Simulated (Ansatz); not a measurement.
## Profile along the O–Cd line in CdO (rock salt)

CdO (rock salt), conventional cell a = b = c = 4.7677 Å, α = β = γ = 90.00°. The calculation uses the primitive cell of 2 atoms, to which meshes and values per cell refer.

Fields along a shortest O–Cd line of a {110} plane (2.38 Å), from O to Cd, interpolated on the slice's grid (step about 0.2 Å). Computed with PBE (plane waves to 420 eV, PAW, scalar-relativistic; Ansatz, a program for electronic structure). k mesh 12×12×12. Near the nuclei the fields are pseudised (PAW); where an atom keeps semicore shells as valence, they peak there. CdO was relaxed with its symmetry unable to fall.

```csv
distance from O (Å),valence electron density (e/Å³),electron localisation function
0.00,7.62,x
0.24,6.44,x
0.48,3.30,x
0.71,1.11,0.79
0.95,0.44,0.41
1.19,0.33,0.10
1.43,0.74,0.22
1.67,3.12,0.44
1.90,10.29,x
2.14,20.95,x
2.38,26.59,x
```

x: too close to a nucleus for the ELF to mean much.

Density on the O–Cd line (2.38 Å) at its density minimum, 1.1 Å from O: 0.33 e/Å³. ELF at that point: 0.1.
